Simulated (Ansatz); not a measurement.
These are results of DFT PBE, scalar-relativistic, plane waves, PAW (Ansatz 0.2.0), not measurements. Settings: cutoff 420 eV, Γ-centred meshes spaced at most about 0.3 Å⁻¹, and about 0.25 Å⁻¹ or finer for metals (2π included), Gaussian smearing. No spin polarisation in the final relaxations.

All energies are static (0 K, no zero-point motion).

Two forms of La₂Zr₃O were relaxed alike.

A.

Space group P6/mmm (No. 191). a = 5.442 Å, b = 5.442 Å, c = 6.256 Å, α = 90.00°, β = 90.00°, γ = 120.00°
```csv
atom,site,symmetry,x,y,z
La,2d,-6m2,0.6667,0.3333,0.5000
Zr,3f,mmm,0.0000,0.5000,0.0000
O,1a,6/mmm,0.0000,0.0000,0.0000
```

B.

Space group P6/mmm (No. 191). a = 5.446 Å, b = 5.446 Å, c = 6.269 Å, α = 90.00°, β = 90.00°, γ = 120.00°
| atom | site | symmetry | x | y | z |
| --- | --- | --- | --- | --- | --- |
| La | 2c | -6m2 | 0.3333 | 0.6667 | 0.0000 |
| Zr | 3g | mmm | 0.5000 | 0.0000 | 0.5000 |
| O | 1a | 6/mmm | 0.0000 | 0.0000 | 0.0000 |

Question: Which would you expect to be lower, and how large is the difference?

Answer: A is lower, by 242 meV/atom. A has space group P6/mmm (No. 191), 26.7 Å³/atom and no gap on its mesh; B has space group P6/mmm (No. 191), 26.8 Å³/atom and no gap. Counting La or Zr atoms around O (for each partner element, those within 1.25 times its shortest distance or 1.15 times the sum of covalent radii, where it is the nearest in units of that sum or under 1.3), A and B both have O 6. Even the lower one lies +0.43 eV/atom against the reference forms of the elements (uncorrected), so neither is stable at this level. Both come from invented guesses. A third cell relaxed alike, in R-3m, lies 0.50 eV/atom below the lower of the two.

Cells relaxed within their symmetry can be saddle points.
